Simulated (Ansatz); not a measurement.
### Question
Each is relaxed and computed with plane-wave PAW PBEsol (Ansatz code). Which is the only metal?
A. SiC, P6_222 (Si on 3d, C on 3c)
B. SiGe, wurtzite
C. SiMo, P-6m2 (Si on 1a, Mo on 1d)
D. AlSiCN, P3m1 (Al on 1b, Si on 1c, C on 1b, N on 1c)

### Answer
C, SiMo, P-6m2 (Si on 1a, Mo on 1d). SiMo: metal; SiC: gap 0.77 eV (indirect); SiGe: gap 0.35 eV (indirect); AlSiCN: gap 3.26 eV (indirect). Typed or built starts, not in the databases checked: SiC, P6_222 (Si on 3d, C on 3c). Not the usual ambient phase: SiC, P6_222 (Si on 3d, C on 3c). Standing as an ambient phase not checked: SiMo, P-6m2 (Si on 1a, Mo on 1d); SiGe, wurtzite; AlSiCN, P3m1 (Al on 1b, Si on 1c, C on 1b, N on 1c). All cells were relaxed under the symmetry of their starts (and spin orders); stability against distortions was not tested throughout. Rows with no word on spin ran without spin polarisation. Scalar-relativistic: spin–orbit coupling is off unless named, which matters more the heavier the elements.

Potentials: the later of the program's two PAW sets.
